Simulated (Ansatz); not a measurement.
A relaxation computed with Ansatz, from input to last step.

```yaml
crystal:
  lattice:
    - [3.6515676241, 0.0, 0.0]
    - [-1.8257838121, 3.1623503261, 0.0]
    - [0.0, 0.0, 28.7056920173]
  atoms:
    - { symbol: Gd, position: [0.3333333333, 0.6666666667, 0.2961085207], spin: 8.25 }
    - { symbol: Gd, position: [0.6666666667, 0.3333333333, 0.3980542604], spin: 8.25 }
    - { symbol: Gd, position: [0.3333333333, 0.6666666667, 0.5], spin: 8.25 }
    - { symbol: Gd, position: [0.6666666667, 0.3333333333, 0.6019457396], spin: 8.25 }
    - { symbol: Gd, position: [0.3333333333, 0.6666666667, 0.7038914793], spin: 8.25 }
basis:
  ecutwfc: 420
kpoints:
  mp_grid: { grid: [9, 9, 1] }
hamiltonian:
  xc: pbe
  hubbard: { sites: [{ species: Gd, l: f, u_eff: 6.0 }] }
scf:
  occupations: { method: gaussian, width: 0.1 }
  lower_state_search: "off"
output:
  forces: true
  eigenvalues: true
  populations: true
  write_density: true
  write_potential: true
  elf: true
  volumetric_format: npy
magnetization:
  spin_polarized: true
relax:
  adjacent_minimum: "off"
  f_tol: 0.03
  max_steps: 70
  constraints: [{ sites: [0, 1] }]
efield:
  axis: 3
  dipole_correction: true
  ramp_width: 0.04
```

```bash
ansatz run input.yaml --threads 4 --pin off --max-ram 10240MiB --backend cpu --events-out ev --progress --plain --runs-dir out
```

All numbers below come from Ansatz 0.2.0, DFT PBE+U, scalar-relativistic, plane waves, PAW.

Of 3 frames 3 are shown, positions in Å and forces in eV/Å; the SCF threshold varies from step to step.

```xyz
5
Lattice="3.6516 0.0000 0.0000 -1.8258 3.1624 0.0000 0.0000 0.0000 28.7057" Properties=species:S:1:pos:R:3:forces:R:3 pbc="T T T" step=1 free_energy_over_end_meV_per_atom=2.82
Gd    0.0000    2.1082    8.5000    0.0000    0.0000    0.2160
Gd    1.8258    1.0541   11.4264    0.0000    0.0000   -0.2410
Gd    0.0000    2.1082   14.3528    0.0000    0.0000    0.0000
Gd    1.8258    1.0541   17.2793    0.0000    0.0000    0.2420
Gd    0.0000    2.1082   20.2057    0.0000    0.0000   -0.2160
5
Lattice="3.6516 0.0000 0.0000 -1.8258 3.1624 0.0000 0.0000 0.0000 28.7057" Properties=species:S:1:pos:R:3:forces:R:3 pbc="T T T" step=2 free_energy_over_end_meV_per_atom=0.00
Gd    0.0000    2.1082    8.5000    0.0000    0.0000    0.2190
Gd    1.8258    1.0541   11.4264    0.0000    0.0000   -0.2050
Gd    0.0000    2.1082   14.3733    0.0000    0.0000   -0.0190
Gd    1.8258    1.0541   17.3218    0.0000    0.0000    0.0060
Gd    0.0000    2.1082   20.1298    0.0000    0.0000   -0.0020
5
Lattice="3.6516 0.0000 0.0000 -1.8258 3.1624 0.0000 0.0000 0.0000 28.7057" Properties=species:S:1:pos:R:3:forces:R:3 pbc="T T T" step=3 free_energy_over_end_meV_per_atom=0.00
Gd    0.0000    2.1082    8.5000    0.0000    0.0000    0.2190
Gd    1.8258    1.0541   11.4264    0.0000    0.0000   -0.2050
Gd    0.0000    2.1082   14.3733    0.0000    0.0000   -0.0180
Gd    1.8258    1.0541   17.3218    0.0000    0.0000    0.0060
Gd    0.0000    2.1082   20.1298    0.0000    0.0000   -0.0020
```

The run took 88 s on 4 threads of Arm Neoverse V2, with other jobs on the host, peak memory 1.2 GiB.

The state reached may not be the lowest one. Spin-orbit coupling is left out, which matters for the bands of heavy elements.
